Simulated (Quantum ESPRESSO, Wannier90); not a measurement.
Sn (Immm), plane waves to Wannier functions

```
Sn
1.0
   -1.72654     1.77554     2.33834
    1.72654    -1.77554     2.33834
    1.72654     1.77554    -2.33834
Sn
1
Direct
  0.00000   0.00000   0.00000
```

Materials Project entry mp-623511; symmetrised, unrelaxed at this level. Not found in the COD (Crystallography Open Database) copy used, which has the formula in other groups; not checked further. Computed values, not measurements, from PBEsol: Quantum ESPRESSO (norm-conserving PseudoDojo potentials, cutoff 58 Ry, no spin polarisation, no spin-orbit coupling) on a Γ-centred 12×12×12 mesh, then Wannier90. Density: 16×16×16 mesh, cold smearing 0.01 Ry. Spin-orbit coupling is left out although heavy elements are present.

Base run: 4 functions from bands 6-15 of the 15 computed, start hydrogen-like Sn: s;p, centres 0.05 Å off the atoms, frozen window up to 1.50 eV relative to the Fermi level, outer window open. One setting was then changed (edges relative to the Fermi level; misfit to pw.x on a path, for states up to 1.0 eV relative to the Fermi level).

```csv
run,Ω_I (Å²),rms misfit (meV),worst (meV)
base,7.02,11,76
changed,5.60,224,948
```

**Question.** Which change was made?
(A) frozen window to 0.50 eV
(B) no frozen window
(C) only the lowest 7 of the kept bands
(D) frozen window to -1.50 eV

**Answer.** D, frozen window to -1.50 eV. The others give:

```csv
run,Ω_I (Å²),rms misfit (meV),worst (meV)
frozen window to 0.50 eV,6.36,31,276
no frozen window,5.01,692,2468
only the lowest 7 of the kept bands,7.46,8.4,61
```
